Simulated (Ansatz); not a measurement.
Space group C2/m (No. 12). a = 9.276 Å, b = 3.460 Å, c = 6.709 Å, α = 90.00°, β = 112.84°, γ = 90.00°
```tsv
atom	site	symmetry	x	y	z
Mg	2a	2/m	0.0000	0.0000	0.0000
V	4i	m	0.8098	0.0000	0.3476
O	4i	m	0.9654	0.0000	0.2817
O	4i	m	0.6910	0.0000	0.5621
O	4i	m	0.6534	0.0000	0.1141
```

Equation of state of this MgV2O6 structure (not necessarily the ground state), with shape and atoms relaxed at each volume where symmetry leaves them free. Method: DFT PBEsol, scalar-relativistic, plane waves, PAW in Ansatz.

Settings: cutoff 420 eV, Γ-centred mesh 8×8×4 on the computed 9-atom cell, Gaussian smearing of 0.02 eV; no spin polarisation.

```json
{"V (Å³/atom)": "10.363", "E − E(largest V) (meV/atom)": "8.62", "P (GPa)": "5.96", "gap on mesh (eV)": "2.56"}
{"V (Å³/atom)": "10.694", "E − E(largest V) (meV/atom)": "0.36", "P (GPa)": "2.27", "gap on mesh (eV)": "2.59"}
{"V (Å³/atom)": "11.025", "E − E(largest V) (meV/atom)": "-1.61", "P (GPa)": "-0.01", "gap on mesh (eV)": "2.63"}
{"V (Å³/atom)": "11.356", "E − E(largest V) (meV/atom)": "-0.86", "P (GPa)": "-0.51", "gap on mesh (eV)": "2.71"}
{"V (Å³/atom)": "11.686", "E − E(largest V) (meV/atom)": "0.00", "P (GPa)": "-0.39", "gap on mesh (eV)": "2.75"}
```

Task: Fit a third-order Birch–Murnaghan equation to E(V).

Result: V0 = 11.04 Å³/atom, B0 = 41 GPa, B0' = 38.2. B0' is unusual or poorly fixed by this range.

Cost: 5 runs of about 19 core-minutes in all, on Intel Xeon Platinum 8259CL (Skylake/Cascade Lake) (shared hosts).